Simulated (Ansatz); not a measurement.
TePt:
```cif
data_Pt2Te2
_chemical_formula_sum 'Pt2 Te2'
_space_group_name_H-M_alt 'Pmma'
_space_group_IT_number 51
_space_group_name_Hall '-P 2a 2a'
_cell_length_a 3.58727
_cell_length_b 3.52257
_cell_length_c 7.80293
_cell_angle_alpha 90.000
_cell_angle_beta 90.000
_cell_angle_gamma 90.000
loop_
_atom_site_label
_atom_site_type_symbol
_atom_site_symmetry_multiplicity
_atom_site_Wyckoff_symbol
_atom_site_fract_x
_atom_site_fract_y
_atom_site_fract_z
_atom_site_occupancy
Pt1 Pt 2 e 0.75000 0.00000 0.13855 1
Te1 Te 2 f 0.25000 0.50000 0.26486 1
```

Relaxed with r²SCAN.

Problem. Tabulate the valence density and the electron localisation function along the shortest Pt–Te contact (2.70 Å), plane-wave PAW r²SCAN (Ansatz code).

Solution. 

```csv
distance from Pt (Å),density (e/Å³),ELF
0.27,10.23,0.57
0.41,8.47,0.55
0.54,6.21,0.54
0.68,3.88,0.49
0.81,2.02,0.42
0.95,1.04,0.34
1.08,0.67,0.30
1.22,0.51,0.36
1.35,0.47,0.47
1.49,0.49,0.54
1.62,0.57,0.52
1.76,0.71,0.45
1.89,1.18,0.37
2.03,2.49,0.26
2.16,5.16,0.14
2.30,9.20,0.06
2.43,13.84,0.03
```

The density is the valence pseudo-density with augmentation charge, so density and ELF within about 1 Å of a nucleus are not all-electron values.

The start of the workflow was typed in or built on a structure type; neither database checked (COD, Materials Project) lists it. COD files the formula under space group No. 166, 194, so this cell is another polymorph or a model. Its standing as an ambient phase is unchecked. Symmetry was held in the r²SCAN relaxation; whether a distortion lowers the energy is not shown. The run is not spin-polarised. The volume moved by 26 % from the start of the relaxation. Scalar-relativistic: spin–orbit coupling is off unless named, which matters more the heavier the elements.

Potentials: the earlier of the program's two PAW sets.
